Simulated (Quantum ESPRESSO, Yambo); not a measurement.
For Mg3ZnO4 (space group P4/mmm, No. 123), Yambo gives the independent-particle static dielectric constant along x as 3.85 on PBEsol bands and 3.34 after a scissor of 1.95 eV widens every gap (12×12×4 mesh, 81 bands, 3 Ry local-field block, 0.2 eV broadening). Axes are Cartesian, with cell vectors (Å) (3.03, 0.00, 0.00), (0.00, 3.03, 0.00), (0.00, 0.00, 8.55).

A scissor keeps the position matrix elements. In a one-oscillator model, how does ε − 1 scale, and what mean transition energy do the two values imply?

Each transition adds |r|²/E to ε − 1, so ε − 1 ∝ 1/(E0 + Δ). Then (3.34 − 1)/(3.85 − 1) = E0/(E0 + Δ) = 0.821, and E0 = Δ(ε' − 1)/(ε − ε') = 8.9 eV. The computed Im ε, weighted by 1/E up to 20 eV, has its mean at 9.7 eV; the smallest direct PBEsol gap is 3.22 eV. The scissor comes from a G0W0 run whose convergence isn't established. Convergence of the RPA response with its 12×12×4 mesh was not tested.

Bands from Quantum ESPRESSO.

Geometry of the Materials Project entry, not relaxed at this level; primitive cell a = 3.026 Å, b = 3.026 Å, c = 8.553 Å, α = 90.00°, β = 90.00°, γ = 90.00°.

The structure is a Materials Project entry; no match was found in the copy of COD used, and its stability was not checked.

With a shallow 3d shell G0W0 needs far more bands and larger blocks than here, so the scissor is uncertain by tenths of an eV or more.
